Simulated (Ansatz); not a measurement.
The relaxed structure here is a generated cell of V3Si: the first start was made by placing the elements on the sites of a structure type, and the end was not matched to a known phase here, so it may be hypothetical. Known forms of V3Si include space group No. 223.

A relaxed structure of V₃Si. Space group P4/mmm (No. 123). Method: PBEsol (plane waves to 420 eV, PAW, scalar-relativistic; Ansatz, a quantum-chemistry and plane-wave program).

```cif
data_SiV3
_chemical_formula_sum 'Si1 V3'
_space_group_name_H-M_alt 'P4/mmm'
_space_group_IT_number 123
_space_group_name_Hall '-P 4 2'
_cell_length_a 3.55786
_cell_length_b 3.55786
_cell_length_c 4.00937
_cell_angle_alpha 90.000
_cell_angle_beta 90.000
_cell_angle_gamma 90.000
loop_
_atom_site_label
_atom_site_type_symbol
_atom_site_symmetry_multiplicity
_atom_site_Wyckoff_symbol
_atom_site_fract_x
_atom_site_fract_y
_atom_site_fract_z
_atom_site_occupancy
Si1 Si 1 d 0.50000 0.50000 0.50000 1
V1 V 1 b 0.00000 0.00000 0.50000 1
V2 V 2 f 0.00000 0.50000 0.00000 1
```

For V3Si, the volume per atom is 12.69 Å³ and the density is 5.92 g/cm³. The band gap comes out as zero (metallic) and the magnetic moment is zero (the starting moments vanished). The shortest distances is Si–V 2.52 Å; V–V 2.52 Å; Si–Si 3.56 Å and the k-mesh is 13×13×12.

Band energies at high-symmetry points (eV from the Fermi level; labels of this space group; no spin-orbit coupling), from −5 eV up to 0.9 eV:

```tsv
point	energies
Γ	-4.34 -3.20 -2.98 -2.35 -2.35 -2.23 -1.53 0.26 0.26 0.48
X	-3.48 -2.81 -2.67 -1.45 -1.33 -0.63 0.04 0.11 0.57
M	-4.67 -4.67 -3.74 -1.61 -1.59 -1.16 -1.16 -0.49 -0.49
Z	-3.22 -2.45 -2.45 -1.81 -1.79 -0.66 -0.11 -0.07 -0.07 0.60
R	-4.87 -3.09 -2.05 -1.23 -1.06 -0.85 0.07 0.17 0.35
A	-3.14 -2.96 -2.96 -2.93 -2.93 -2.44 -0.50 -0.50 0.43 0.83
```

No spin polarisation in the result: the starting moments vanished. The relaxed primitive cell holds an odd number of electrons. A magnetic state may lie lower.

The run could not lose the symmetry of its start: the end is stationary, and may be a saddle point rather than a minimum.

All atoms sit on sites fixed by symmetry, so only the cell could relax.
